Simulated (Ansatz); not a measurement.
An elastic tensor (GPa, Voigt order, standard axes) from r²SCAN (plane waves, PAW; program Ansatz):

```tsv
	1	2	3	4	5	6
1	42.2	40.0	40.0	0.0	0.0	0.0
2	40.0	42.2	40.0	0.0	0.0	0.0
3	40.0	40.0	42.2	0.0	0.0	0.0
4	0.0	0.0	0.0	9.8	0.0	0.0
5	0.0	0.0	0.0	0.0	9.8	0.0
6	0.0	0.0	0.0	0.0	0.0	9.8
```

### Question
Which of these materials gives this?
A. GaP, zinc blende
B. InAs, zinc blende
C. BaN, zinc blende
D. ZnSe, zinc blende

### Answer
C, BaN, zinc blende

Space group F-43m (zinc blende). The start of the workflow was typed in or built on a structure type; neither database checked (COD, Materials Project) lists it. Whether it is the stable phase at ambient conditions was not checked. The r²SCAN relaxation kept the symmetry of its start; its stability against distortions is not shown here. Its formation energy is positive at this level, so the cell may be metastable or incomplete. As this level gives no gap, shear constants depend on the k-mesh and smearing (Fermi–Dirac, 0.1 eV here). Scalar-relativistic: spin–orbit coupling is off unless named, which matters more the heavier the elements.

Potentials: the earlier of the program's two PAW sets. The files were generated under PBE; for other functionals the program regenerates the frozen cores, and for LDA and PBEsol the local potential too.
